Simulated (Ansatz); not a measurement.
The computed numbers are results of PBEsol, scalar-relativistic (no spin polarisation) in the plane-wave PAW code Ansatz at 420 eV, 8×8×8 k-mesh, Gaussian smearing of 0.05 eV. The datasets are Ansatz's generated set soft_2.

The calculation on XGe, where X is one element, gave:

```yaml
Space_group: Cmcm (No. 63)
Conventional_cell: a = 4.237 Å, b = 10.617 Å, c = 3.914 Å, α = 90.00°, β = 90.00°, γ = 90.00°
Volume: 22.01 Å³/atom
Band_gap: zero (metallic)
Density_of_states_at_the_Fermi_level: 0.50 states/(eV·atom)
Formation_energy_from_the_elements_0_K_uncorrected: -0.98 eV/atom
Bulk_modulus_Birch–Murnaghan: 87 GPa
Pressure_derivative_B0′: 4.9
```

Sites: X on 4c, Ge on 4c.

Question: Which element is X?
A. Y
B. Nb
C. Sr
D. Zr

Answer: A. X is Y, so the compound is YGe.

The structure was built from a prototype; whether the compound forms in it isn't claimed.
